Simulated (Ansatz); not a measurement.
Relaxed-ion elastic tensor of GaSb (rock salt, Fm-3m) in GPa (Voigt order), the program Ansatz at the PBEsol level (PAW); density 6.88 g/cm³, 23.10 Å³ per atom.

|  | 1 | 2 | 3 | 4 | 5 | 6 |
|---|---|---|---|---|---|---|
| 1 | 134 | 30.3 | 30.3 | 0.0 | 0.0 | 0.0 |
| 2 | 30.3 | 134 | 30.3 | 0.0 | 0.0 | 0.0 |
| 3 | 30.3 | 30.3 | 134 | 0.0 | 0.0 | 0.0 |
| 4 | 0.0 | 0.0 | 0.0 | 7.5 | 0.0 | 0.0 |
| 5 | 0.0 | 0.0 | 0.0 | 0.0 | 7.5 | 0.0 |
| 6 | 0.0 | 0.0 | 0.0 | 0.0 | 0.0 | 7.5 |

Problem. Is the crystal mechanically stable?

Solution. Yes: the smallest eigenvalue of C is 7.5 GPa.

Problem. Work out the Voigt, Reuss and Hill averages.

Solution. K_V = 64.8, K_R = 64.8, K_H = 64.8; G_V = 25.2, G_R = 11.4, G_H = 18.3 GPa.

Problem. Give Young's modulus, Poisson's ratio, Pugh's ratio and the universal anisotropy index.

Solution. E = 9KG/(3K + G) = 50.1 GPa; ν = 0.37; K/G = 3.55 (ductile by the Pugh limit of 1.75); A_U = 5G_V/G_R + K_V/K_R − 6 = 6.08.

Problem. Estimate the sound speeds and the Debye temperature.

Solution. v_l = √((K + 4G/3)/ρ) = 3600 m/s, v_t = √(G/ρ) = 1630 m/s, mean 1840 m/s; Θ = (h/k)(3n/4πV)^(1/3) v_m = 192 K.

Problem. Give the Zener ratio and Young's modulus along [100], [110] and [111].

Solution. A = 2C44/(C11 − C12) = 0.14; 1/E = S11 − 2(S11 − S12 − S44/2)Γ with Γ = 0, 1/4, 1/3 gives 123, 27.2, 21.6 GPa.

Problem. Solve the Christoffel equation for the three sound speeds along [100], [110], [111].

Solution. Eigenvalues of C_ijkl n_j n_l equal ρv². In km/s, slowest first: [100] 1.04, 1.04, 4.41; [110] 1.04, 2.74, 3.61; [111] 2.32, 2.32, 3.30.

The start of the workflow was typed in or built on a structure type; neither database checked (COD, Materials Project) lists it. It is not the phase usual at ambient conditions (space group No. 216). Symmetry was held in the PBEsol relaxation; its stability against distortions is not shown here. As this level gives no gap, shear constants depend on the k-mesh and smearing (Fermi–Dirac, 0.1 eV here). Scalar-relativistic: spin–orbit coupling is off unless named, which matters more the heavier the elements.

Potentials: the earlier of the program's two PAW sets. The files were generated under PBE; for other functionals the program regenerates the frozen cores, and for LDA and PBEsol the local potential too.
